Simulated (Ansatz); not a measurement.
Input and command of a plane-wave DFT calculation in Ansatz:

```yaml
crystal:
  lattice:
    - [2.8024643086, 0.0, 0.0]
    - [-1.4012321543, 2.4270052845, 0.0]
    - [0.0, 0.0, 17.4516839941]
  atoms:
    - { symbol: W, position: [0.0, 0.0, 0.0762168592] }
    - { symbol: W, position: [0.0, 0.0, 0.9237831408] }
    - { symbol: W, position: [0.3333333333, 0.6666666667, 0.2633025773] }
    - { symbol: W, position: [0.6666666667, 0.3333333333, 0.7366974227] }
    - { symbol: W, position: [0.3333333333, 0.6666666667, 0.4147417218] }
    - { symbol: W, position: [0.6666666667, 0.3333333333, 0.5852582782] }
    - { symbol: "N", position: [0.0, 0.0, 0.5] }
    - { symbol: "N", position: [0.3333333333, 0.6666666667, 0.1507318163] }
    - { symbol: "N", position: [0.6666666667, 0.3333333333, 0.8492681837] }
basis:
  ecutwfc: 420
kpoints:
  mp_grid: { grid: [18, 18, 4] }
hamiltonian:
  xc: pbesol
scf:
  occupations: { method: gaussian, width: 0.15 }
output:
  forces: true
  stress: true
  eigenvalues: true
```

```bash
ansatz run input.yaml --threads 2 --pin off --max-ram 5120MiB --backend cpu --events-out ev --progress --plain --runs-dir out
```

Processor: AMD EPYC 9R45 96-Core Processor (Zen 5), 2 threads, on a host shared with other jobs.

Question: How long does it run, and how much memory does it take?

Answer: About 7.2 s on 2 threads of AMD EPYC 9R45 96-Core Processor (Zen 5), with other jobs on the host, peak memory 0.94 GiB. It solves 60 bands at 138 k points (the mesh reduced by symmetry) with about 2363 plane waves, in 8 SCF iterations.
